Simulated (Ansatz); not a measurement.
Trial structure of MoAsI, not yet relaxed:

Only a and b repeat, and vacuum parts the sheet from its images along c.

```
Mo As I
1.0
     3.40759    0.00000    0.00000
    -1.70379    2.95106    0.00000
     0.00000    0.00000   25.00000
Mo As I
2 2 2
Direct
  0.00000 0.00000 0.37042
  0.00000 0.00000 0.62958
  0.66667 0.33333 0.43520
  0.66667 0.33333 0.56480
  0.66667 0.33333 0.29828
  0.66667 0.33333 0.70172
```

Level of theory: Ansatz, DFT PBE+D3(BJ), scalar-relativistic, plane waves, PAW. Settings: cutoff 420 eV, Γ-centred mesh 6×6×1 on the computed 6-atom cell, Gaussian smearing of 0.10 eV; collinear spin from starting moments 1.0 1.0 0.0 0.0 0.0 0.0 μB.

Energies over the elements count from the elements' standard structures at the same level, with no fitted energy shifts.

Q: How far from equilibrium is it?

A: The largest force is 1.49 eV/Å, and the energy is +0.23 eV/atom against the elements. The shortest distance is 2.55 Å.

Q: Is it a good guess?

A: A good one: relaxing gains under 0.1 eV/atom (the start's value is from the coarse mesh, so the gain is rough) in 12 ionic steps and ends at +0.15 eV/atom on the finer mesh. The symmetry stays p-6m2 (No. 78). The area per atom grows by 1.3 %, from 1.7 to 1.7 Å². The shortest distance goes from 2.55 Å (Mo–As) to 2.50 Å (Mo–As). In-plane cell: a = 3.430 Å, b = 3.430 Å, γ = 120.0°, thickness 9.66 Å between the outermost nuclei. Mo at height 2.05 Å has 3 As at 2.50 Å and 3 I at 2.85 Å; As at height 3.57 Å has 3 Mo at 2.50 Å and 1 As at 2.52 Å; I at height 0.00 Å has 3 Mo at 2.85 Å.

The last run used a 12×12×1 mesh for its 6-atom cell and Gaussian smearing of 0.10 eV. These runs have no spin–orbit coupling, which can matter for I. The relaxation can't lower the symmetry of the start, and the grade says only how near the guess is to its own end. A structure relaxed within its symmetry needn't be a true minimum.
